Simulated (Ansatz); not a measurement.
Data:

LaGa$_{2}$Ni:
```xyz
8
Lattice="2.1169 -8.7802 0.0000 2.1169 8.7802 0.0000 0.0000 0.0000 4.2482" Properties=species:S:1:pos:R:3 pbc="T T T"
La     2.1169     6.2987     0.0000
La     2.1169    -6.2987     0.0000
Ga     2.1169     0.0000     0.0000
Ga     0.0000     0.0000     2.1241
Ga     2.1169     3.6758     2.1241
Ga     2.1169    -3.6758     2.1241
Ni     2.1169     1.2488     2.1241
Ni     2.1169    -1.2488     2.1241
```

This is the r²SCAN-relaxed structure.

All from r²SCAN in the plane-wave PAW code Ansatz, unless another level is named. Predict the density of states at the Fermi level.

0.64 states/eV per atom (mean over ±0.08 eV).

What about the formation energy from the elements (no fitted shifts)?

-0.67 eV/atom.

Space group Cmmm. The first step of the workflow began from a Materials Project structure, measured or hypothetical; the Crystallography Open Database copy checked does not list it. Whether it is the stable phase at ambient conditions was not checked. Symmetry was held in the r²SCAN relaxation; its stability against distortions is not shown here. The run is not spin-polarised. The references are the lowest solids computed at this level, not always the standard phases. Spin–orbit coupling is left out wherever it is not named.

Potentials: the later of the program's two PAW sets.
